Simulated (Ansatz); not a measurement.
The start is a relaxed Cu cell displaced along its unstable phonon at q = (½, ½, ½) of its primitive reciprocal cell (66i cm⁻¹), largest move 0.15 Å. A full variable-cell relaxation at zero pressure is run with PBEsol (plane waves to 420 eV, PAW, scalar-relativistic; Ansatz, a first-principles code). First-step values are on the input's coarse k-mesh.

Ansatz input (later rounds restart from its end on a renewed k-mesh):
Ansatz 0.2 input:
```yaml
crystal:
  lattice:
    - [2.4765886266, 1.4298591102, 8.9169759008]
    - [0, 1.4298591102, 8.9169759008]
    - [1.2382943133, -0.7149295552, 8.9169759008]
  atoms:
    - { symbol: Cu, position: [0.9205395429, 0.0540154735, 0.1589209141] }
    - { symbol: Cu, position: [0.4904765034, 0.1239524339, 0.0190469933] }
    - { symbol: Cu, position: [0.5095234966, 0.8760475661, 0.9809530067] }
    - { symbol: Cu, position: [0.0794604571, 0.9459845265, 0.8410790859] }
basis: { ecutwfc: 420, ecutrho_ratio: 4, xc_grid: 2, fft_grid_basis: typed }
kpoints: { mp_grid: { grid: [15, 15, 15] } }
hamiltonian:
  xc: pbesol
  dispersion: none
  pseudopotentials: { azcp: { folder: ./paw }, kind: paw }
scf: { occupations: { method: fermi_dirac, width: 0.05 } }
relax: { f_tol: 0.01, max_steps: 100, cell: { stress_tol: 0.02 } }
output: { forces: true, stress: true }
```

Q: Which atoms feel the largest initial force, and how large is it?

A: 0.17 eV/Å, on Cu1, Cu2, Cu3, Cu4 (atoms numbered as listed).

Q: How much energy is released per atom?

A: 0.14 eV/atom.

Q: How does the volume change?

A: -4.5 %, from 11.84 to 11.31 Å³/atom.

Q: Is the parent structure recovered?

A: It does not go back: it reaches R-3m (No. 166), 0.16 eV/atom below the parent.

Q: How do the shortest distances between atoms change?

A: The closest pairs of elements (up to four, under 3.6 Å), start → end: Cu–Cu 2.40 → 2.51 Å.

Q: What band gap does the relaxed structure have at this level?

A: No gap (metallic).

Q: Give the final cell and atomic positions.

A: 
```cif
data_Cu12
_chemical_formula_sum 'Cu12'
_space_group_name_H-M_alt 'R-3m :H'
_space_group_IT_number 166
_space_group_name_Hall '-R 3 2"'
_cell_length_a 2.51498
_cell_length_b 2.51498
_cell_length_c 24.77666
_cell_angle_alpha 90.000
_cell_angle_beta 90.000
_cell_angle_gamma 120.000
loop_
_atom_site_label
_atom_site_type_symbol
_atom_site_symmetry_multiplicity
_atom_site_Wyckoff_symbol
_atom_site_fract_x
_atom_site_fract_y
_atom_site_fract_z
_atom_site_occupancy
Cu1 Cu 6 c 0.00000 0.00000 0.20823 1
Cu2 Cu 6 c 0.00000 0.00000 0.37511 1
```
(The calculation used a cell of 4 atoms; values per cell refer to that cell.)

Final values are on a 21×21×21 k-mesh of the relaxed cell. No spin polarisation in the result.

The run could not lose the symmetry of its start, so the end can be a saddle point.

The relaxed structure here is a generated cell of Cu: the first start was made by placing the elements on the sites of a structure type, and the end was not matched to a known phase here, so it may be hypothetical. Known forms of Cu include space group No. 225.
